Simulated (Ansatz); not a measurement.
## Computed energy against volume: MoS2 (2H-MoS2 type, space group P6_3/mmc)

MoS2 (2H-MoS2 type, space group P6_3/mmc)

```xyz
6
Lattice="3.1494 0.0000 0.0000 -1.5747 2.7275 0.0000 0.0000 0.0000 12.0915" Properties=species:S:1:pos:R:3 pbc="T T T"
Mo     0.0000     1.8183     3.0229
Mo     1.5747     0.9092     9.0686
S      0.0000     1.8183     7.5028
S      1.5747     0.9092     1.4571
S      1.5747     0.9092     4.5887
S      0.0000     1.8183    10.6344
```

Equation-of-state scan: isotropic scaling of the cell above, V₀ being its volume. The atoms relax within the cell's symmetry.

All values below come from PBE-D3(BJ) (plane waves to 420 eV, PAW, scalar-relativistic; Ansatz, a program for electronic structure). k mesh 12×12×3 (Γ-centred), Fermi-Dirac smearing 0.05 eV. The energy includes the smearing's −TS. Stress and pressure are positive under compression. With the shape held, the modulus is that of even scaling; a crystal free to change shape is softer. MoS2 is run without spin polarisation. MoS2 was relaxed with its symmetry unable to fall. The PAW data are Ansatz's earlier set. The zero of ΔE is the relaxed starting cell.

```tsv
V (Å³/cell)	ΔE (eV/atom)	P (GPa)
97.64	0.0162	5.31
98.67	0.0110	4.30
99.71	0.0069	3.34
100.75	0.0038	2.44
101.79	0.0017	1.58
102.83	0.0004	0.76
103.87	0.0000	-0.01
104.91	0.0004	-0.74
105.94	0.0016	-1.43
106.98	0.0035	-2.08
108.02	0.0061	-2.70
109.06	0.0094	-3.28
110.10	0.0133	-3.89
```

Summary:

```yaml
pressure_at_the_smallest_volume: 5.31 GPa
energy_cost_of_the_largest_compression: 16.2 meV/atom
energy_cost_of_the_largest_expansion: 13.3 meV/atom
Bulk modulus at fixed cell shape B₀ (third-order Birch-Murnaghan fit): 75.2 GPa
Pressure derivative B₀′ (fit): 4.2
equilibrium_volume_of_the_fit: 17.31 Å³/atom
Pressure for 5 % compression (fit): 4.3 GPa
```

The 13 points together took roughly 2.7 core-minutes.

(A scan under strain: stresses follow from slopes of the energy per volume, elastic moduli from its curvatures.)
